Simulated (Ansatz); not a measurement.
Cu Kα1 powder pattern (kinematic, no thermal factors).
| 2θ (°) | relative intensity |
| --- | --- |
| 10.54 | 84 |
| 21.18 | 18 |
| 28.53 | 30 |
| 32.00 | 5 |
| 32.35 | 16 |
| 38.99 | 100 |
| 40.04 | 48 |
| 41.52 | 14 |
| 43.12 | 1 |
| 45.73 | 11 |
| 47.47 | 14 |
| 52.15 | 6 |
| 54.69 | 8 |
| 57.25 | 7 |
| 57.91 | 15 |
| 59.05 | 5 |
| 60.30 | 2 |
| 62.38 | 5 |
| 65.81 | 7 |
| 66.90 | 2 |
| 67.71 | 3 |
| 67.91 | 5 |
| 68.15 | 3 |
| 69.91 | 16 |
| 72.03 | 31 |
| 74.87 | 1 |
| 78.04 | 7 |
| 80.92 | 4 |
| 83.73 | 9 |
| 85.86 | 5 |
| 86.42 | 5 |
| 87.39 | 2 |

The pattern is computed from a structure relaxed with DFT PBE, scalar-relativistic, plane waves, PAW in Ansatz. No spin polarisation. Its elements are Ti, W.

Task: Give the structure.

Result: Ti4W.
Space group I4/mmm (No. 139). a = 3.182 Å, b = 3.182 Å, c = 16.769 Å, α = 90.00°, β = 90.00°, γ = 90.00°
```json
{"atom": "Ti", "site": "4e", "symmetry": "4mm", "x": "0.5000", "y": "0.5000", "z": "0.3021"}
{"atom": "Ti", "site": "4e", "symmetry": "4mm", "x": "0.0000", "y": "0.0000", "z": "0.4102"}
{"atom": "W", "site": "2a", "symmetry": "4/mmm", "x": "0.0000", "y": "0.0000", "z": "0.0000"}
```

A pattern alone doesn't exclude other cells with like lines; this is the one computed.

Another cell of Ti4W relaxed alike, in R-3m, lies 33 meV/atom lower, so this cell isn't the stable form at this level.

The structure comes from a generated guess; another structure or a mixture of phases may lie lower.
